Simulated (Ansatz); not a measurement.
Mn$_{3}$ZnN:
```xyz
5
Lattice="3.9515 0.0000 0.0000 0.0000 3.9515 0.0000 0.0000 0.0000 3.9515" Properties=species:S:1:pos:R:3 pbc="T T T"
Mn     0.0000     1.9758     1.9758
Mn     1.9758     0.0000     1.9758
Mn     1.9758     1.9758     0.0000
Zn     0.0000     0.0000     0.0000
N      1.9758     1.9758     1.9758
```
Starting moments (μB, in the order of the atoms Mn Mn Mn Zn N): 3.6 3.6 3.6 -0.1 0.0.

Relaxed with r²SCAN.

Question: Which orbitals make up the states near the Fermi level in r²SCAN in the plane-wave PAW code Ansatz?

Answer: Within 0.5 eV of the Fermi level: Mn 3d 80 %, N 2p 5 %, outside the projected shells 7 %. Projections are on Löwdin-orthogonalised atomic valence shells; empty p or d shells of many metals are not among them.

Question: Tabulate the density of states.

Answer: States/eV per cell of 5 atoms, in 0.25 eV bins, energy from the Fermi level.

```
E (eV)  total  Mn 3d  Zn 3d  N 2p
------  -----  -----  -----  ----
-7.85   13.39   0.59  11.17  0.87
-7.60   25.63   0.73  23.29  0.86
-7.35    2.96   0.42   1.38  0.84
-7.10    2.10   0.48   0.49  0.93
-6.85    2.00   0.54   0.22  1.02
-6.60    2.08   0.59   0.14  1.11
-6.35    1.82   0.48   0.10  1.04
-6.10    3.29   1.15   0.12  1.37
-5.85    3.56   1.25   0.08  1.21
-5.60    2.40   0.49   0.05  1.14
-5.35    3.65   0.84   0.06  1.75
-5.10    0.58   0.19   0.01  0.25
-4.85    0.45   0.31   0.01  0.01
-4.60    1.62   1.33   0.03  0.03
-4.35    3.71   3.11   0.05  0.13
-4.10    6.25   5.52   0.08  0.09
-3.85    3.59   3.20   0.05  0.04
-3.60    4.14   3.73   0.03  0.03
-3.35    2.82   2.41   0.02  0.05
-3.10    5.27   4.51   0.05  0.13
-2.85    4.86   3.95   0.03  0.11
-2.60    6.48   5.60   0.04  0.08
-2.35    7.56   6.62   0.05  0.07
-2.10    5.38   4.55   0.02  0.06
-1.85    2.86   2.19   0.01  0.03
-1.60    2.52   1.73   0.01  0.16
-1.35    5.17   3.78   0.01  0.38
-1.10    2.52   1.78   0.01  0.29
-0.85    1.48   1.02   0.01  0.26
-0.60    1.96   1.44   0.01  0.22
-0.35    1.69   1.31   0.01  0.13
-0.10    1.60   1.31   0.01  0.08
0.15     1.96   1.61   0.01  0.07
0.40     2.96   2.39   0.02  0.11
0.65     3.07   2.48   0.02  0.12
0.90     5.17   4.38   0.02  0.17
1.15     4.15   3.06   0.01  0.22
1.40     3.71   2.91   0.01  0.15
1.65     2.51   1.89   0.00  0.14
1.90     5.92   5.02   0.02  0.14
2.15     4.82   3.77   0.01  0.18
2.40     2.36   1.51   0.00  0.23
2.65     3.08   2.00   0.00  0.28
2.90     4.62   3.23   0.00  0.36
3.15     5.19   3.89   0.00  0.32
3.40     3.74   2.52   0.00  0.28
3.65     2.22   1.18   0.00  0.18
3.90     2.06   0.86   0.00  0.19
4.15     2.07   0.73   0.00  0.19
4.40     2.33   0.93   0.00  0.18
4.65     2.41   1.00   0.00  0.21
4.90     2.41   0.96   0.00  0.24
```

Space group Pm-3m (anti-perovskite). The workflow started from an entry of the Crystallography Open Database (COD). Its standing as an ambient phase is unchecked. Symmetry was held in the r²SCAN relaxation; whether a distortion lowers the energy is not shown. Spin order of the final state: ferromagnetic, the only order run, not a proven ground state. Other orbital occupations within this spin state were not tried. No Hubbard U is applied. For itinerant 3d metals, meta-GGAs of the SCAN family and hybrids are commonly reported to give too large moments.

Potentials: the later of the program's two PAW sets.
